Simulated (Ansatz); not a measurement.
LaTl3:
```xyz
4
Lattice="4.8629 0.0000 0.0000 0.0000 4.8629 0.0000 0.0000 0.0000 4.8629" Properties=species:S:1:pos:R:3 pbc="T T T"
Tl     0.0000     2.4314     2.4314
Tl     2.4314     0.0000     2.4314
Tl     2.4314     2.4314     0.0000
La     0.0000     0.0000     0.0000
```

Relaxed with r²SCAN.

Give the Bader charges and basin volumes of the independent atoms, r²SCAN (plane waves, PAW; program Ansatz).



```tsv
atom	Bader charge (e)	Bader volume (Å³)
Tl1	-0.45	30.2
La4	+1.35	24.4
```

Space group Pm-3m (Cu3Au type). The workflow started from an entry of the Crystallography Open Database (COD). Whether it is the stable phase at ambient conditions was not checked. Symmetry was held in the r²SCAN relaxation; whether a distortion lowers the energy is not shown. Scalar-relativistic: spin–orbit coupling is off unless named, which matters more the heavier the elements.

Potentials: the later of the program's two PAW sets.
